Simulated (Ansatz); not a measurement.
Electric field gradients in CoO

Theory: DFT LDA, scalar-relativistic, plane waves, PAW (Ansatz 0.2.0). Cutoff 420 eV, 18×18×8 k-points (Γ-centred), Gaussian smearing of 0.20 eV. Collinear spin, site moments -1.6, 1.6, 0.1, -0.1 μB.

Relaxed structure:
```xyz
4
Lattice="2.6535 0.0000 0.0000 -1.3267 2.2980 0.0000 0.0000 0.0000 5.9037" Properties=species:S:1:pos:R:3 pbc="T T T"
Co    0.0000    0.0000    0.1984
Co    0.0000    1.5320    3.1503
O     0.0000    0.0000    2.0155
O     0.0000    1.5320    4.9673
```

In a metal these results depend on the k mesh and the smearing. A semilocal functional can close a gap that the real compound has.

Question: Give V_zz (10²¹ V/m²) and the asymmetry η at each distinct site.

Answer:
| atom | V_zz | η |
| --- | --- | --- |
| Co (atom 1) | -4.21 | 0.00 |
| O (atom 3) | 3.41 | 0.00 |

This wurtzite form isn't the usual stable structure of the compound.

Cost: 1 run of about 0.96 core-minutes, on Intel Xeon Platinum 8375C (Ice Lake) (shared hosts).